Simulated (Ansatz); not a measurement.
Relaxed-ion elastic tensor of Rh (fcc (Cu type), space group No. 225) in GPa (Voigt order), DFT-PBEsol in the program Ansatz with PAW potentials; density 12.65 g/cm³, 13.50 Å³ per atom.

```csv
,1,2,3,4,5,6
1,468,209,209,0.0,0.0,0.0
2,209,468,209,0.0,0.0,0.0
3,209,209,468,0.0,0.0,0.0
4,0.0,0.0,0.0,210,0.0,0.0
5,0.0,0.0,0.0,0.0,210,0.0
6,0.0,0.0,0.0,0.0,0.0,210
```

Task: Is the crystal mechanically stable?

Result: Yes: the smallest eigenvalue of C is 210 GPa.

Task: Work out the Voigt, Reuss and Hill averages.

Result: K_V = 295, K_R = 295, K_H = 295; G_V = 178, G_R = 168, G_H = 173 GPa.

Task: Give Young's modulus, Poisson's ratio, Pugh's ratio and the universal anisotropy index.

Result: E = 9KG/(3K + G) = 434 GPa; ν = 0.25; K/G = 1.71 (near the Pugh limit of 1.75, no verdict); A_U = 5G_V/G_R + K_V/K_R − 6 = 0.28.

Task: Estimate the sound speeds and the Debye temperature.

Result: v_l = √((K + 4G/3)/ρ) = 6450 m/s, v_t = √(G/ρ) = 3700 m/s, mean 4110 m/s; Θ = (h/k)(3n/4πV)^(1/3) v_m = 514 K.

Task: Give the Zener ratio and Young's modulus along [100], [110] and [111].

Result: A = 2C44/(C11 − C12) = 1.62; 1/E = S11 − 2(S11 − S12 − S44/2)Γ with Γ = 0, 1/4, 1/3 gives 339, 453, 509 GPa.

Task: Solve the Christoffel equation for the three sound speeds along [100], [110], [111].

Result: Eigenvalues of C_ijkl n_j n_l equal ρv². In km/s, slowest first: [100] 4.07, 4.07, 6.08; [110] 3.20, 4.07, 6.58; [111] 3.52, 3.52, 6.74.

Space group Fm-3m (fcc (Cu type)). The cell was relaxed with PBEsol under the symmetry of its start. The run is not spin-polarised. As this level gives no gap, shear constants depend on the k-mesh and smearing (Fermi–Dirac, 0.1 eV here). On the denser mesh and wider smearing of the elastic run this cell carries a stress of 0.4 GPa.

Potentials: the earlier of the program's two PAW sets. The files were generated under PBE; for other functionals the program regenerates the frozen cores, and for LDA and PBEsol the local potential too.
